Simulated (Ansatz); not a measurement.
**Calculation log, MgS (Fm-3m) (quasi-harmonic thermal expansion)**

Method: PBEsol, PAW on Ansatz 0.2.0's default frozen-core files (fitted under PBE), scalar-relativistic.

The cell comes from a PAW relaxation under the same functional.

Command:

```sh
ansatz run input.yaml --threads 2 --pin off --max-ram 5120MiB --backend cpu --events-out ev --progress --plain --runs-dir out
```

Input:

```yaml
crystal:
  lattice:
    - [0.0, 2.59096102233, 2.59096102233]
    - [2.59096102233, 0.0, 2.59096102233]
    - [2.59096102233, 2.59096102233, 0.0]
  atoms:
    - { symbol: Mg, position: [0.0, 0.0, 0.0] }
    - { symbol: S, position: [0.5, 0.5, 0.5] }
kpoints:
  mp_grid: { grid: [8, 8, 8] }
scf:
  occupations: { method: fixed }
hamiltonian:
  xc: pbesol
  pseudopotentials: { kind: paw }
phonons:
  qmesh: [4, 4, 4]
  thermal_expansion: {}
  temperatures: { t_min: 0, t_max: 800, t_step: 50 }
```

The program printed:

```
Warning: RAYON_NUM_THREADS=2 ignored (pool sized by the plan → 2); use --threads N
The last accepted step is kept in <dir> (removed where the run ends without a failure and the disk answers)
Engine: ansatz 0.2.0, x86_64-unknown-linux-gnu
Pseudopotentials: kind: paw
Pseudopotential: Mg, paw, valence charge 10, recommended cutoff 420 eV (normal), Mg.paw.azcp
Pseudopotential: S, paw, valence charge 6, recommended cutoff 420 eV (normal), S.paw.azcp
Functional definition: PBEsol
  exchange = pbesol_x
  correlation = pbesol_c
Crystal: 2 atoms, lattice volume = 34.787 Å³
Basis set: ecut = 487.2 eV, 869 PW (Γ), exchange–correlation on 54×54×54 points (8 copies of the dense FFT grid, shifted against one another)
Bands: 12, of which v1, the nominal top of the filled ones, is band 8 counted from 1 (7 counted from 0)
Symmetry: 48 space group operations
Space group: Fm-3m (ITA 225), of the structure as read, at distance tolerance 3.3e-5 Å
k-points: 29 of 512
Non-local potential: Mg, projectors of the file, l = 0: 3, l = 1: 2, l = 2: 1
Non-local potential: S, projectors of the file, l = 0: 2, l = 1: 2, l = 2: 2
PAW form: soft (Blöchl's): semilocal exchange-correlation on the pseudo side does not see the compensation charge
PAW frozen core: Mg, regenerated for the run's functional, and the local potential with it (the file was generated under x = pbe(κ = 0.804, μ = 0.2195149727645171), c = pbe(β = 0.06672455060314922))
PAW frozen core: S, regenerated for the run's functional, and the local potential with it (the file was generated under x = pbe(κ = 0.804, μ = 0.2195149727645171), c = pbe(β = 0.06672455060314922))
PAW one-centre angular grid: Mg, 110 points (default); XC on 64 Gauss nodes
PAW one-centre angular grid: S, 110 points (default); XC on 64 Gauss nodes
Initial density: superposition of atomic densities (neutral atoms: chi_scale 0, normalization atom), corrected by the library's trained network
Initial wavefunctions: pseudopotential atomic-orbital guess
Functional: x = pbesol(κ = 0.804, μ = 0.12345679012345678), c = pbesol(β = 0.046)
SCF iter   1: F=—  HF=-2799.921023 eV  |F-HF|=—  |Δ(HF+E_count)|=         —  Δρ=3.88e-3  dr2=7.22e-3  ethr=1.77e-3  ⟨swp⟩=5.2  Hψ=1882  notcnv=0  defer=45
preconditioner: auto → none  [insulator: Δε(μ)=2.662 eV  Ē_g=11.716 eV  n_scr=8 (ndim 8)  ℏωp=17.8 eV  f_vac=0.000  ε∞_Penn≈3.3]
SCF iter   2: F=—  HF=-2799.917942 eV  |F-HF|=—  |Δ(HF+E_count)|=   3.08e-3  Δρ=1.17e-3  dr2=3.20e-4  ethr=4.51e-5  ⟨swp⟩=2.0  Hψ=746  notcnv=0  defer=52
SCF iter   3: F=—  HF=-2799.917944 eV  |F-HF|=—  |Δ(HF+E_count)|=   1.61e-6  Δρ=3.82e-4  dr2=2.80e-5  ethr=2.00e-6  ⟨swp⟩=2.6  Hψ=585  notcnv=0  defer=52
SCF iter   4: F=—  HF=-2799.917954 eV  |F-HF|=—  |Δ(HF+E_count)|=   1.05e-5  Δρ=4.94e-5  dr2=5.09e-7  ethr=1.75e-7  ⟨swp⟩=1.0  Hψ=348  notcnv=0  defer=2
SCF iter   5: F=—  HF=-2799.917955 eV  |F-HF|=—  |Δ(HF+E_count)|=   8.42e-7  Δρ=4.16e-6  dr2=1.81e-9  ethr=3.18e-9  ⟨swp⟩=2.2  Hψ=529  notcnv=0
SCF iter   6: F=—  HF=-2799.917955 eV  |F-HF|=—  |Δ(HF+E_count)|=   1.77e-9  Δρ=3.46e-7  dr2=4.53e-11  ethr=1.13e-11  ⟨swp⟩=2.0  Hψ=464  notcnv=0
[... 15 lines left out ...]
  E_local      = -1659.530681  (includes V_loc(G=0)·N_el)
  E_nonlocal   = 124.265153
  E_hartree    = 590.225591
  E_xc         = -126.443853
  E_vxc        = -126.750652  (∫ρ·V_xc dr)
  E_paw        = -865.677631  (= ΣΔE_a)
  E_vpaw       = -32.230344  (= ΣTr[D̂ρ^β])
  E_aug_tail   = -0.000001  (compensation charges beyond the density's cutoff)
  E_ewald      = -1048.045957
  E_core_change = 0.120812  (= ΣΔE_core)
  E_smearing   = -0.000000  (= −TS)
  E_closure    = -0.000000  (closes the sum)
  Σ components = -2799.917955   (vs F -2799.917955, Δ=0.00e0)
--- Forces (eV/Å), atoms counted from 1 ---
  atom   1  Mg    -0.00000000     0.00000000    -0.00000000
  atom   2  S      0.00000000    -0.00000000    -0.00000000
  max |Σ_I F_I| component: 1.35e-29 eV/Å
--- Stress (GPa, compression-positive) ---
        0.003548       0.000000       0.000000
        0.000000       0.003548       0.000000
        0.000000       0.000000       0.003548
  P = ⅓ Tr σ = 0.0035 GPa (0.035 kbar)
── thermal expansion: 3 new cells, 3 in all ──
thermal expansion: relaxation of cell 2
thermal expansion: relaxation of cell 3
── thermal expansion: 2 new cells, 5 in all ──
thermal expansion: relaxation of cell 4
thermal expansion: lower-state search of cell 4
thermal expansion: phonons of cell 4
thermal expansion: relaxation of cell 5
thermal expansion: phonons of cell 5
── thermal expansion: 6 new cells, 11 in all ──
thermal expansion: relaxation of cell 6
thermal expansion: relaxation of cell 7
thermal expansion: relaxation of cell 8
thermal expansion: relaxation of cell 9
thermal expansion: relaxation of cell 10
thermal expansion: relaxation of cell 11
thermal expansion: phonons of cell 6
thermal expansion: phonons of cell 7
thermal expansion: phonons of cell 8
--- Relaxed structure (1 steps of the walk, 1 accepted, 0 SCFs on fresh bases) ---
  F+E_penalty+E_count = -2799.91795501 eV   max|allowed force component| = 9.006e-30 eV/Å
  atoms:
    - { symbol: Mg, position: [0.0, 0.0, 0.0] }
    - { symbol: S, position: [0.49999999999999994, 0.49999999999999994, 0.49999999999999994] }
--- Thermal expansion: 11 cells in 3 rounds, 0 GPa ---
  no lower state was reached at cell 4
  without vibrations: a 3.66423, b 3.66423, c 3.66423 Å, V 34.7882 Å³, B 78.11 GPa
  at 0 K: a 3.67461, b 3.67461, c 3.67461 Å, V 35.0849 Å³, B 76.24 GPa
  zero-point expansion: a +0.284, b +0.284, c +0.284, V +0.853 %
      T/K        a/Å        b/Å        c/Å       V/Å³ | expansion of a, b, c, V (1e-6/K)   | that of V in the mean from 25 °C | C_P, C_V (J/mol K of the cell) | B_T, B_S (GPa)
     0.00    3.67461    3.67461    3.67461    35.0849 |    0.00    0.00    0.00    0.00 |   29.47 |     0.000     0.000 |    76.24    76.24
   100.00    3.67554    3.67554    3.67554    35.1114 |    7.72    7.72    7.72   23.15 |   40.56 |    23.781    23.696 |    75.69    75.96
   200.00    3.67980    3.67980    3.67980    35.2337 |   14.24   14.24   14.24   42.72 |   46.68 |    40.902    40.330 |    73.87    74.92
   298.15    3.68544    3.68544    3.68544    35.3959 |   16.66   16.66   16.66   49.98 |       - |    46.403    45.263 |    71.81    73.62
   350.00    3.68870    3.68870    3.68870    35.4901 |   17.47   17.47   17.47   52.42 |   51.31 |    47.945    46.493 |    70.66    72.87
   450.00    3.69540    3.69540    3.69540    35.6835 |   18.73   18.73   18.73   56.19 |   53.52 |    49.915    47.827 |    68.36    71.35
   550.00    3.70253    3.70253    3.70253    35.8907 |   19.86   19.86   19.86   59.58 |   55.51 |    51.304    48.521 |    65.94    69.72
   650.00    3.71011    3.71011    3.71011    36.1114 |   21.01   21.01   21.01   63.03 |   57.45 |    52.484    48.923 |    63.40    68.01
   750.00    3.71814    3.71814    3.71814    36.3464 |   22.26   22.26   22.26   66.79 |   59.43 |    53.622    49.177 |    60.71    66.20
   800.00    3.72234    3.72234    3.72234    36.4698 |   22.94   22.94   22.94   68.83 |   60.46 |    54.208    49.269 |    59.32    65.27
  the static fit leaves 0.001 meV an atom of the energies and, of the stresses, 0.000 GPa of each cell's largest along a strain (root mean squares over the cells), whose Pulay part it has at -0.006 GPa
  vibrations' free energy: its fit leaves 0.0003 meV an atom at the most
  the electrons' free energy at temperature is not in it: every band gap is over 0.83 eV
  free energies summed between the sampled wave vectors
  estimated error of the fitted expansion in any direction: up to 0.110e-6/K, at 800 K (an estimate, not a bound: it was exceeded on models of known expansion)
  by sums over the sampled wave vectors an expansion of the volume parts by up to 0.17e-6/K
  by a static energy of one degree less an expansion of the volume parts by up to 0.08e-6/K
  the FFT grids of the static calculations differ: 27 × 27 × 27, 30 × 30 × 30
  band gaps on the cells' k-points are 2.555 to 2.785 eV
```

The calculation finished and met its thresholds.

Head of thermal_expansion.tsv:

```
# thermal expansion in the quasi-harmonic approximation; lengths in Å, angles in degrees, expansions in K^-1, heat capacities and entropies in eV/K of the cell, energies in eV of the cell
# pressure_gpa: 0
# no lower state was reached at cell 4
# cell 1, search: [[0.0, 2.59096102233, 2.59096102233], [2.59096102233, 0.0, 2.59096102233], [2.59096102233, 2.59096102233, 0.0]] Å
# cell 2, search: [[0.0, 2.6116887105086404, 2.6116887105086404], [2.6116887105086404, 0.0, 2.6116887105086404], [2.6116887105086404, 2.6116887105086404, 0.0]] Å
# cell 3, search: [[0.0, 2.5703978396130953, 2.5703978396130953], [2.5703978396130953, 0.0, 2.5703978396130953], [2.5703978396130953, 2.5703978396130953, 0.0]] Å
# cell 4, equilibrium: [[0.0, 2.5911713735817705, 2.5911713735817705], [2.5911713735817705, 0.0, 2.5911713735817705], [2.5911713735817705, 2.5911713735817705, 0.0]] Å
# cell 5, direction_probe: [[0.0, 2.604127230449679, 2.604127230449679], [2.604127230449679, 0.0, 2.604127230449679], [2.604127230449679, 2.604127230449679, 0.0]] Å
# cell 6, path: [[0.0, 2.617265574381887, 2.617265574381887], [2.617265574381887, 0.0, 2.617265574381887], [2.617265574381887, 2.617265574381887, 0.0]] Å
# cell 7, path: [[0.0, 2.630411052408379, 2.630411052408379], [2.630411052408379, 0.0, 2.630411052408379], [2.630411052408379, 2.630411052408379, 0.0]] Å
# cell 8, path: [[0.0, 2.643622554912569, 2.643622554912569], [2.643622554912569, 0.0, 2.643622554912569], [2.643622554912569, 2.643622554912569, 0.0]] Å
# cell 9, static_along: [[0.0, 2.565452710162392, 2.565452710162392], [2.565452710162392, 0.0, 2.565452710162392], [2.565452710162392, 2.565452710162392, 0.0]] Å
# cell 10, static_along: [[0.0, 2.578279973713204, 2.578279973713204], [2.578279973713204, 0.0, 2.578279973713204], [2.578279973713204, 2.578279973713204, 0.0]] Å
# cell 11, static_along: [[0.0, 2.6647715353518695, 2.6647715353518695], [2.6647715353518695, 0.0, 2.6647715353518695], [2.6647715353518695, 2.6647715353518695, 0.0]] Å
# free energies summed between the sampled wave vectors
# fit_thermal_expansion_error: an estimate, not a bound: it was exceeded on models of known expansion
# T[K]	a	b	c	alpha	beta	gamma	volume	a_expansion	b_expansion	c_expansion	volumetric_expansion	alpha_rate[deg/K]	beta_rate[deg/K]	gamma_rate[deg/K]	mean_volumetric_expansion	C_P	C_V	entropy	helmholtz_free_energy	gibbs_fre
```

Thermal expansion:

Quasi-harmonic lattice of a crystal by Kohn-Sham DFT: finite-displacement phonons on strained cells about the given cell, electrons' free energy included in metals.

| temperature (K) | volume expansion coefficient (×10⁻⁶/K) | volume over given cell less one (%) | heat capacity constant pressure (k_B/atom) | isothermal bulk modulus (GPa) | grueneisen parameter |
| --- | --- | --- | --- | --- | --- |
| 50 | 4.925 | 0.8628 | 0.3696 | 76.19 | 1.29 |
| 100 | 23.15 | 0.9337 | 1.43 | 75.69 | 1.564 |
| 150 | 35.68 | 1.085 | 2.101 | 74.84 | 1.633 |
| 200 | 42.72 | 1.285 | 2.46 | 73.87 | 1.66 |
| 250 | 47.06 | 1.514 | 2.665 | 72.84 | 1.677 |
| 300 | 50.08 | 1.761 | 2.794 | 71.77 | 1.691 |
| 350 | 52.42 | 2.022 | 2.883 | 70.66 | 1.703 |
| 400 | 54.4 | 2.295 | 2.949 | 69.53 | 1.714 |
| 450 | 56.19 | 2.578 | 3.002 | 68.36 | 1.726 |
| 500 | 57.9 | 2.871 | 3.046 | 67.17 | 1.738 |
| 550 | 59.58 | 3.174 | 3.085 | 65.94 | 1.75 |
| 600 | 61.28 | 3.486 | 3.121 | 64.69 | 1.763 |
| 650 | 63.03 | 3.808 | 3.156 | 63.4 | 1.776 |
| 700 | 64.86 | 4.141 | 3.19 | 62.07 | 1.79 |
| 750 | 66.79 | 4.484 | 3.225 | 60.71 | 1.805 |
| 800 | 68.83 | 4.839 | 3.26 | 59.32 | 1.82 |

Caveats: frozen-core PAW files fitted under PBE, their cores solved anew for the functional of the run; expansion moves with the q mesh.

It took 9.3 min on 2 threads of Intel(R) Xeon(R) 6975P-C (Granite Rapids), on a shared host, peak memory 0.88 GiB.
